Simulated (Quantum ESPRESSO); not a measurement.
**Band energies of TiO2**

```xyz
6
Lattice="2.7060 -2.7067 0.0000 2.7060 2.7067 0.0000 -2.6335 0.0000 4.7966" Properties=species:S:1:pos:R:3 pbc="T T T"
O     -0.6205    -0.6563     3.2001
O      3.3990     0.6563     1.5966
O      2.0823    -0.6563     3.9949
O      0.6963     0.6563     0.8018
Ti     2.0477     1.9807     1.1992
Ti     0.7309    -1.9807     3.5975
```

norm-conserving PBEsol (Quantum ESPRESSO, 84 Ry, without SOC); path ΓYFLI,I1ZHF1,H1Y1XΓN,MΓ; energies in eV from the valence-band maximum.

```
k (1/Å)  point  band 20  band 21  band 22  band 23  band 24  band 25  band 26  band 27
-------  -----  -------  -------  -------  -------  -------  -------  -------  -------
0.00         Γ    -0.84    -0.81    -0.76    -0.48    -0.47     2.01     2.75     3.79
0.39              -1.50    -1.35    -1.08    -0.70    -0.31     2.79     2.85     3.19
0.78              -2.60    -1.72    -0.80    -0.74    -0.24     2.85     3.25     3.40
1.17         Y    -2.79    -2.05    -1.57    -0.18    -0.10     3.24     3.31     3.44
1.17         F    -2.90    -1.67    -1.55    -0.29    -0.18     3.31     3.46     3.47
1.50         L    -2.61    -2.06    -2.06    -0.06    -0.06     3.23     3.23     3.68
1.50         I    -2.72    -1.91    -1.91    -0.10    -0.10     3.19     3.19     3.63
3.04        I1    -2.72    -1.91    -1.91    -0.10    -0.10     3.19     3.19     3.63
3.24              -2.85    -1.59    -1.59    -0.23    -0.23     3.09     3.09     3.50
3.63              -1.79    -0.98    -0.98    -0.64    -0.64     2.84     2.84     3.43
4.02         Z    -1.38    -1.29    -1.29    -0.17    -0.17     2.37     2.37     3.63
4.22              -1.40    -1.18    -1.15    -0.42    -0.33     2.50     2.60     3.52
4.61              -2.34    -1.33    -1.20    -0.42    -0.41     2.90     3.03     3.33
5.00         H    -2.55    -2.02    -1.79    -0.09    -0.09     3.17     3.21     3.46
5.00        F1    -2.90    -1.67    -1.55    -0.29    -0.18     3.31     3.46     3.47
6.55        H1    -2.55    -2.02    -1.79    -0.09    -0.09     3.17     3.21     3.46
6.55        Y1    -2.79    -2.05    -1.57    -0.18    -0.10     3.24     3.31     3.44
6.72         X    -2.47    -2.22    -1.91    -0.05    -0.04     3.20     3.24     3.50
6.89              -2.51    -2.34    -1.58    -0.21     0.00     3.11     3.30     3.42
7.22              -2.32    -1.90    -0.82    -0.72    -0.20     2.89     3.03     3.34
7.72              -0.94    -0.92    -0.77    -0.74    -0.41     2.24     2.79     3.55
7.89         Γ    -0.84    -0.81    -0.76    -0.48    -0.47     2.01     2.75     3.79
8.03              -0.97    -0.85    -0.79    -0.60    -0.46     2.18     2.77     3.59
8.33              -1.64    -1.32    -0.85    -0.81    -0.55     2.90     3.06     3.18
8.77         N    -2.00    -1.91    -0.94    -0.92    -0.66     3.18     3.33     3.37
8.77         M    -1.94    -1.90    -0.93    -0.92    -0.66     3.03     3.44     3.46
8.91              -1.88    -1.86    -0.91    -0.90    -0.65     3.00     3.37     3.47
9.21              -1.69    -1.35    -0.84    -0.79    -0.54     2.79     3.17     3.17
9.65         Γ    -0.84    -0.81    -0.76    -0.48    -0.47     2.01     2.75     3.79
```

The PBEsol gap is indirect, 2.01 eV, from 14 % of the way from X to Γ to Γ; the smallest direct gap is 2.40 eV.

Geometry of the Materials Project entry, not relaxed at this level.

This is not the ordinary phase of the substance; no match was found in the copy of COD used, and its stability was not checked.
